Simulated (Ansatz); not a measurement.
Consider the following.

MnO (rock salt)

```xyz
2
Lattice="0.0000 2.2202 2.2202 2.2202 0.0000 2.2202 2.2202 2.2202 0.0000" Properties=species:S:1:pos:R:3 pbc="T T T"
O      0.0000     0.0000     0.0000
Mn     2.2202     2.2202     2.2202
```

In each cell atom 1 (O, nearest neighbour Mn at 2.220 Å; its periodic images, 3.1 Å or more away, move with it) moves by s·(1.000, 0.000, 0.000) (along Cartesian x), the rest being held.

These are PBE (plane waves to 420 eV, PAW, scalar-relativistic; Ansatz, a first-principles code) values and carry that method's errors. k mesh 15×15×15 (Γ-centred), Fermi-Dirac smearing 0.05 eV. The energy includes the smearing's −TS. With partly filled bands, energies and forces of such displacements shift with the k mesh and the smearing. On this mesh the relaxed cell isn't quite at rest: it carries a pressure of 0.2 GPa (compression positive) at the zero of the scan. MnO is run spin-polarised and with no Hubbard U; the real compound is an antiferromagnetic insulator, a state that this run doesn't describe. MnO was relaxed with its symmetry unable to fall. Relaxed MnO ends ferromagnetic. Other magnetic orders were not checked, so this need not be the ground state. ΔE is measured from the undisplaced structure.

The scan covers s from -0.440 to 0.440 Å in 11 points.

Problem. Is the energy the same for equal positive and negative displacements?

Solution. Even: the same for both signs. With its periodic images moving along, the atom's site symmetry in this cell is m-3m.

Problem. What is the energy change at s = 0.440 Å?

Solution. 554 meV/cell.

Problem. What force acts on the atom along the line at s = -0.440 Å?

Solution. 3.70 eV/Å.

Problem. What is the force constant k = d²E/ds² of this move at s = 0?

Solution. 3.64 eV/Å².

Problem. With two atoms in the cell this is the zone-centre optical mode. What wavenumber follows?

Solution. 283 cm⁻¹.

(A displaced cell: forces are minus the slopes of the energy, force constants its curvatures, and phonons follow from these.)
